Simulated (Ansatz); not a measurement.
CoMo (L1₀ or tetragonal B2, P4/mmm) at seven volumes, the program Ansatz at the PBEsol level (PAW), shape and atoms relaxed at each. One row is withheld.

```
V (Å³/atom)  P (GPa)
-----------  -------
11.362         32.67
11.736         19.97
12.111          9.18
12.486          0.00
12.860         -7.82
13.235        -14.47
13.609             ?
```

### Question
Fit the shown pressures and predict the withheld one.

### Answer
Third-order Birch–Murnaghan: P = (3/2)B₀(x^(7/2) − x^(5/2))[1 + (3/4)(B′ − 4)(x − 1)] with x = (V₀/V)^(2/3). Least squares on the six rows gives V₀ = 12.486 Å³/atom, B₀ = 281.9 GPa, B′ = 4.36. At V = 13.609, x = 0.9442 and P = -20.13 GPa. The run itself gave -20.12 GPa.

The start of the workflow was typed in or built on a structure type; neither database checked (COD, Materials Project) lists it. Its standing as an ambient phase is unchecked. Symmetry was held in the PBEsol relaxation; whether a distortion lowers the energy is not shown. The workflow began spin-polarised and lost its moments.

Potentials: the later of the program's two PAW sets.
